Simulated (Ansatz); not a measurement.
BP:
```yaml
crystal:
  lattice:
    - [3.27649, 0.00000, 0.00000]
    - [-1.63825, 2.83753, 0.00000]
    - [0.00000, 0.00000, 7.00484]
  atoms:
    - { symbol: B, position: [0.00000, 0.50000, 0.33333] }
    - { symbol: B, position: [0.50000, 0.50000, 0.66667] }
    - { symbol: B, position: [0.50000, 0.00000, 0.00000] }
    - { symbol: P, position: [0.00000, 0.50000, 0.83333] }
    - { symbol: P, position: [0.50000, 0.50000, 0.16667] }
    - { symbol: P, position: [0.50000, 0.00000, 0.50000] }
```

Relaxed with r²SCAN. Independent-particle spectrum: no excitons, no local fields, no scissors shift; 0.1 eV broadening; ε₁ of the summed bands alone.

Tabulate the dielectric function from DFT-r²SCAN in the program Ansatz with PAW potentials.



```
E (eV)  ε₁ xx  ε₂ xx   ε₁ zz  ε₂ zz
------  -----  -----  ------  -----
0.0     13.41   0.00   14.65   0.00
0.4     13.49   0.00   14.75   0.00
0.8     13.76   0.00   15.04   0.00
1.2     14.24   0.00   15.56   0.00
1.6     15.00   0.00   16.38   0.00
2.0     16.16   0.00   17.62   0.00
2.4     18.00   0.00   19.55   0.00
2.8     21.51   0.02   22.96   0.00
3.2     27.78   4.22   30.42   3.56
3.6     31.38  14.10   34.14  12.42
4.0     34.39  31.08   37.91  28.82
4.4      5.12  35.64   24.83  36.94
4.8     -0.62  23.83    8.85  41.00
5.2     -2.78  22.57   -8.67  40.57
5.6     -4.34  17.41  -13.42  26.54
6.0     -4.74  14.78  -14.85  18.97
6.4     -4.57  13.21  -13.40  12.39
6.8     -5.24  11.87  -11.00   9.43
7.2     -5.70  10.33   -9.56   7.60
7.6     -5.67   8.89   -8.28   5.99
8.0     -5.58   7.34   -7.35   4.96
8.4     -4.95   6.50   -6.28   4.12
8.8     -5.07   6.00   -5.86   3.74
9.2     -5.02   4.99   -5.21   3.00
9.6     -4.71   4.25   -4.55   2.48
10.0    -4.43   3.47   -3.82   2.22
10.4    -3.97   2.97   -3.47   2.22
10.8    -3.60   2.66   -3.28   2.04
11.2    -3.35   2.31   -3.03   1.85
11.6    -3.08   2.03   -2.85   1.60
12.0    -2.80   1.80   -2.58   1.41
```

From ε at 4.6 eV (xx: -0.43 + 31.00i), find n, k, the normal reflectivity and the absorption coefficient.

n = 3.91, k = 3.964, R = 61 %, α = 2kE/ħc = 1800000 cm⁻¹.

With all bands, ε∞ without local fields is 13.4 (xx = yy), 14.7 (zz).

Space group P6_422. The start of the workflow was typed in or built on a structure type; neither database checked (COD, Materials Project) lists it. It is not the phase usual at ambient conditions (space group No. 216). Symmetry was held in the r²SCAN relaxation; its stability against distortions is not shown here.

Potentials: the later of the program's two PAW sets.
